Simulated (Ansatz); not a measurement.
## Migration of H in LiF

All numbers below come from Ansatz, DFT PBE, scalar-relativistic, plane waves, PAW. Run with 420 eV cutoff, 2×2×2 k-mesh, Gaussian smearing of 0.02 eV, collinear spin.

In a supercell of 16 host sites, interstitial H hops to an equivalent place, moving 2.03 Å between the relaxed ends. Climbing-image nudged elastic band at fixed cell with images 0 (start) to 6 (end), the path measured over all atoms, converged to 0.05 eV/Å; the order of the saddle wasn't checked, and the small cell leaves errors of about a tenth of an eV. Zero-point motion and tunnelling, which matter for H, are left out.

Command:

```bash
ansatz run input.yaml --threads 4 --pin off --max-ram 8192MiB --backend cpu --events-out ev --progress --plain --runs-dir out
```

Input:

```yaml
crystal:
  lattice:
    - [-4.0681815568, 4.0681815568, 0.0]
    - [0.0, 4.0681815568, -4.0681815568]
    - [-4.0681815568, 0.0, -4.0681815568]
  atoms:
    - { symbol: Li, position: [-0.0043589225, -0.0044076931, 0.4956259216] }
    - { symbol: Li, position: [-0.0042905933, 0.5140666223, 0.495693808] }
    - { symbol: Li, position: [-0.0043157251, -0.0043656172, 0.014176409] }
    - { symbol: Li, position: [0.0046806541, 0.4988329467, -0.0011599498] }
    - { symbol: Li, position: [0.5142342511, -0.0043795192, 0.4956546637] }
    - { symbol: Li, position: [0.4988360709, 0.4988267446, 0.5046997226] }
    - { symbol: Li, position: [0.4988233249, 0.0047338701, -0.0011788691] }
    - { symbol: Li, position: [0.4988606907, 0.4988454382, -0.0011442737] }
    - { symbol: F, position: [0.2591617988, 0.7237301543, 0.7591724574] }
    - { symbol: F, position: [0.2590897797, 0.2591100412, 0.7590972254] }
    - { symbol: F, position: [0.2477748295, 0.7511575083, 0.2511499057] }
    - { symbol: F, position: [0.2591312891, 0.2591587254, 0.2238015738] }
    - { symbol: F, position: [0.7511420215, 0.7511545618, 0.7477856146] }
    - { symbol: F, position: [0.7238381255, 0.2591418534, 0.7591252269] }
    - { symbol: F, position: [0.7511451724, 0.7511640051, 0.2511530924] }
    - { symbol: F, position: [0.7511393093, 0.2477981891, 0.2511442737] }
    - { symbol: H, position: [0.1253355733, 0.1251035589, 0.6252525378], spin: 0.58 }
basis:
  ecutwfc: 420
  xc_grid: 2
kpoints:
  mp_grid: { grid: [2, 2, 2], shift: [0.0, 0.0, 0.0] }
hamiltonian:
  xc: pbe
scf:
  occupations: { method: gaussian, width: 0.02 }
output:
  forces: true
magnetization:
  spin_polarized: true
neb:
  images: 5
  f_tol: 0.05
  max_iterations: 70
  order_check: false
  final_atoms:
    - { symbol: Li, position: [0.0011599498, -0.0046806541, 0.5023536509] }
    - { symbol: Li, position: [0.0011788691, 0.5011766751, 0.5023783259] }
    - { symbol: Li, position: [-0.014176409, 0.0043157251, 0.0054950668] }
    - { symbol: Li, position: [0.0011442737, 0.5011393093, -0.0034381449] }
    - { symbol: Li, position: [0.5043740784, 0.0043589225, 0.486859306] }
    - { symbol: Li, position: [0.4953002774, 0.5011639291, 0.5023625381] }
    - { symbol: Li, position: [0.504306192, 0.0042905933, 0.005469837] }
    - { symbol: Li, position: [0.5043453363, 0.4857657489, 0.0055093956] }
    - { symbol: F, position: [0.2408275426, 0.7408382012, 0.7420644106] }
    - { symbol: F, position: [0.2408747731, 0.2761618745, 0.7421052058] }
    - { symbol: F, position: [0.2409027746, 0.7409102203, 0.2772970464] }
    - { symbol: F, position: [0.2522143854, 0.2488579785, 0.2500821979] }
    - { symbol: F, position: [0.7761984262, 0.7408687109, 0.7420915883] }
    - { symbol: F, position: [0.7488469076, 0.2488548276, 0.7534622699] }
    - { symbol: F, position: [0.7488500943, 0.7522251705, 0.2500822435] }
    - { symbol: F, position: [0.7488557263, 0.2488606907, 0.2500817722] }
    - { symbol: H, position: [0.3747474622, -0.1253355733, 0.87569167] }
```

Course of the band:

| iteration | largest band force (eV/Å) | climbing image | energies over image 0 (eV) |
| --- | --- | --- | --- |
| 1 | 1.364 | none | 0.000 0.184 0.608 0.852 0.609 0.184 0.000 |
| 2 | 0.662 | none | 0.000 0.120 0.377 0.512 0.378 0.120 0.000 |
| 3 | 0.172 | 3 | 0.000 0.056 0.185 0.260 0.185 0.056 0.000 |
| 4 | 0.117 | 3 | 0.000 0.048 0.159 0.227 0.159 0.048 0.000 |
| 5 | 0.056 | 3 | 0.000 0.047 0.156 0.224 0.156 0.047 0.000 |
| 6 | 0.009 | 3 | 0.000 0.046 0.155 0.222 0.155 0.046 0.000 |

Final band:

```
image path (Å) E − E(0) (eV) H x (Å) H y (Å) H z (Å) force on H (eV/Å)
    0      0.00          0.000   -3.054    1.019   -3.053               0.00
    1      0.38          0.046   -3.352    1.018   -3.053               0.19
    2      0.76          0.155   -3.695    1.018   -3.053               0.28
    3      1.14          0.222   -4.071    1.017   -3.053               0.00
    4      1.53          0.155   -4.446    1.016   -3.053               0.28
    5      1.91          0.046   -4.789    1.015   -3.053               0.19
    6      2.29          0.000   -5.087    1.015   -3.053               0.00
```

Barrier 0.22 eV. It took 80 s on 4 threads of Arm Neoverse V2, on a shared host, peak memory 1.1 GiB.